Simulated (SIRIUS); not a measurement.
Set-up for a self-consistent single point of ZnSe (F-43m, 8 atoms in the cell; from Materials Project mp-1190, changed as shown).

```
ZnSe
1.0
    5.55159     0.00000     0.00000
    0.00000     5.55159     0.00000
    0.00000     0.00000     5.55159
Zn Se
4 4
Direct
  0.00000   0.00000   0.00000
  0.00000   0.50000   0.50000
  0.50000   0.00000   0.50000
  0.50000   0.50000   0.00000
  0.25000   0.25000   0.25000
  0.25000   0.75000   0.75000
  0.75000   0.25000   0.75000
  0.75000   0.75000   0.25000
```

Computed with LDA (PW92), GBRV LDA ultrasoft pseudopotentials (plane waves; SIRIUS 7.12.0).

SIRIUS settings:

* **parameters.ngridk**: 4 4 4
* **parameters.xc_functionals**: [XC_LDA_X, XC_LDA_C_PW]
* **parameters.gk_cutoff**: 6.325 1/bohr
* **parameters.pw_cutoff**: 14.143 1/bohr
* **parameters.smearing**: fermi_dirac
* **parameters.smearing_width**: 0.000367493 Ha
* **potentials**: GBRV LDA ultrasoft pseudopotentials
* **parameters.electronic_structure_method**: pseudopotential
* **parameters.num_bands**: 62
* **parameters.num_mag_dims**: 0
* **parameters.num_dft_iter**: 100
* **parameters.energy_tol**: 1e-07 Ha
* **parameters.density_tol**: 1e-06
* **mixer.type**: anderson
* **mixer.beta**: 0.5
* **mixer.use_hartree**: true

Problem. Estimate, at this level of theory: gap on the k-point mesh and pressure.

Solution. The run gave:

Gap on the k-point mesh: 1.28 eV
Pressure: 0.74 GPa

Gaps are taken between levels on the mesh.

For comparison: a first run was changed to give this one (lattice scaled by 0.98), and from it to this one the free energy goes down by 11.1 meV/atom, the pressure goes from -3.24 to 0.74 GPa and the gap on the mesh goes from 1.030 to 1.277 eV.

The structure comes from a collection of computed structures, made at another level of theory; the collection holds predicted forms beside known ones.

Cost on one core: about 70 core-seconds (a rough figure).
